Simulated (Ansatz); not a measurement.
## Structure relaxation, AlNi

The start is a relaxed AlNi cell deformed by the Cartesian strain tensor (xx, yy, zz, yz, xz, xy) = (-0.047, 0.040, -0.135, 0.025, 0.034, 0.057). A full variable-cell relaxation at zero pressure is run with PBEsol (plane waves to 420 eV, PAW, scalar-relativistic; Ansatz, a first-principles code). The first steps use a coarse 12×11×13 k-mesh.

Starting cell:
```yaml
crystal:
  lattice:
    - [2.72733, 0.16312, 0.09730]
    - [0.16312, 2.97631, 0.07155]
    - [0.09730, 0.07155, 2.47548]
  atoms:
    - { symbol: Al, position: [0.00000, 0.00000, 0.00000] }
    - { symbol: Ni, position: [0.50000, 0.50000, 0.50000] }
```

Question: How large is the pressure on the unrelaxed cell, and of which sign?

Answer: +45.1 GPa (positive: the cell is compressed).

Question: Does it find its way back to the structure it was made from?

Answer: It relaxes back to the parent, Pm-3m (No. 221).

Question: How do the shortest distances between atoms change?

Answer: The closest pairs of elements (up to four, under 3.6 Å), start → end: Al–Ni 2.26 → 2.48 Å; Al–Al 2.48 → 2.86 Å; Ni–Ni 2.48 → 2.86 Å.

Question: Is the relaxed structure metallic? Give its gap.

Answer: No gap (metallic).

The end point of the relaxation:

Space group Pm-3m (No. 221); a = b = c = 2.862 Å, α = β = γ = 90.00°

```
atom  site  symmetry       x       y       z
----  ----  --------  ------  ------  ------
Al      1a      m-3m  0.0000  0.0000  0.0000
Ni      1b      m-3m  0.5000  0.5000  0.5000
```

Final values are on a 16×16×16 k-mesh of the relaxed cell. No spin polarisation in the result. A magnetic state may lie lower.

The run could not lose the symmetry of its start.

All atoms sit on sites fixed by symmetry, so only the cell could relax.
